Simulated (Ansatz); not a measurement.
GeS:
```
GeS
1.0
    3.66161     0.00000     0.00000
   -1.83081     3.17105     0.00000
    0.00000     0.00000     3.51556
Ge S
1 1
Direct
  0.00000   0.00000   0.00000
  0.66667   0.33333   0.50000
```

Relaxed with PBE. Special points in fractions of this cell's reciprocal vectors: Γ (0.000, 0.000, 0.000); M (0.500, 0.000, 0.000); K (0.333, 0.333, 0.000); A (0.000, 0.000, 0.500); L (0.500, 0.000, 0.500); H (0.333, 0.333, 0.500).

List the band energies nearest the Fermi level at these points for the program Ansatz at the PBE level (PAW).

In eV from the Fermi level; about four levels below and three above (degenerate sets whole), none deeper than 8.9 eV; points with the same levels are listed once.

```
k                    below                above
-  -----------------------  -------------------
Γ  -5.35 -2.95 -1.89 -1.89       3.18 3.18 4.62
M  -8.83 -3.22 -1.82 -1.54       2.18 2.92 4.86
K        -8.85 -5.26 -1.30       0.75 1.82 2.73
A              -1.01 -1.01  0.99 1.46 3.25 3.25
L  -7.41 -5.31 -5.04 -1.77       1.47 2.85 2.87
H  -5.32 -5.06 -3.27 -1.28       5.07 6.34 9.20
```

Space group P-6m2. A made-up cell: these elements were put on the sites of a structure type; neither database checked (COD, Materials Project) lists it. COD files the formula under space group No. 62, so this cell is another polymorph or a model. Whether it is the stable phase at ambient conditions was not checked. Symmetry was held in the PBE relaxation; its stability against distortions is not shown here. Scalar-relativistic: spin–orbit coupling is off unless named, which matters more the heavier the elements.

Potentials: the later of the program's two PAW sets.
